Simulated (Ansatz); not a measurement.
GaAs (rock salt, Fm-3m) at seven volumes, plane-wave PAW PBEsol (Ansatz code), scaled uniformly. One row is withheld.

| V (Å³/atom) | P (GPa) |
|---|---|
| 16.974 | 9.62 |
| 17.534 | ? |
| 18.094 | 2.68 |
| 18.653 | 0.01 |
| 19.213 | -2.24 |
| 19.772 | -4.12 |
| 20.332 | -5.73 |

Problem. Fit the shown pressures and predict the withheld one.

Solution. Third-order Birch–Murnaghan: P = (3/2)B₀(x^(7/2) − x^(5/2))[1 + (3/4)(B′ − 4)(x − 1)] with x = (V₀/V)^(2/3). Least squares on the six rows gives V₀ = 18.656 Å³/atom, B₀ = 81.46 GPa, B′ = 4.71. At V = 17.534, x = 1.0422 and P = 5.85 GPa. The run itself gave 5.85 GPa.

The start of the workflow was typed in or built on a structure type; neither database checked (COD, Materials Project) lists it. It is not the phase usual at ambient conditions (space group No. 216). The cell was relaxed with PBEsol under the symmetry of its start; whether a distortion lowers the energy is not shown.

Potentials: the earlier of the program's two PAW sets. The files were generated under PBE; for other functionals the program regenerates the frozen cores, and for LDA and PBEsol the local potential too.
